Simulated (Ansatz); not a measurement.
Si$_{3}$N$_{4}$:
```
CELL_PARAMETERS angstrom
      7.62452     0.00000     0.00000
     -3.81226     6.60303     0.00000
      0.00000     0.00000     2.91042
ATOMIC_POSITIONS crystal
  Si 0.23245 0.82607 0.75000
  Si 0.76755 0.17393 0.25000
  Si 0.40638 0.23245 0.25000
  Si 0.59362 0.76755 0.75000
  Si 0.17393 0.40638 0.75000
  Si 0.82607 0.59362 0.25000
  N  0.33333 0.66667 0.75000
  N  0.66667 0.33333 0.25000
  N  0.97039 0.67000 0.75000
  N  0.02961 0.33000 0.25000
  N  0.30039 0.97039 0.25000
  N  0.69961 0.02961 0.75000
  N  0.33000 0.30039 0.75000
  N  0.67000 0.69961 0.25000
```

Relaxed with PBEsol. Special points in fractions of this cell's reciprocal vectors: Γ (0.000, 0.000, 0.000); M (0.500, 0.000, 0.000); K (0.333, 0.333, 0.000); A (0.000, 0.000, 0.500); L (0.500, 0.000, 0.500); H (0.333, 0.333, 0.500).

### Question
List the band energies nearest the valence-band maximum at these points for DFT-PBEsol in the program Ansatz with PAW potentials.

### Answer
In eV from the valence-band maximum; about four levels below and three above (degenerate sets whole), none deeper than 8.9 eV; points with the same levels are listed once.

| k | below | above |
|---|---|---|
| Γ | -1.31 -1.31 -0.48 -0.39 -0.21 | 4.18 4.58 4.77 4.77 |
| M | -1.38 -0.78 -0.34 -0.26 | 4.48 4.59 4.74 |
| K | -1.15 -1.15 -0.30 -0.30 | 4.58 4.72 4.72 |
| A | -1.63 -1.63 -1.63 -1.63 -1.38 -1.38 | 4.54 4.54 4.54 4.54 |
| L | -1.51 -1.51 -1.07 -1.07 | 4.62 4.62 5.70 5.70 |
| H | -1.41 -1.41 -1.14 -1.14 | 4.86 4.86 5.67 5.67 |

Space group P6_3/m. Symmetry was held in the PBEsol relaxation; phonons on a q-mesh show no instability.

Potentials: the earlier of the program's two PAW sets.
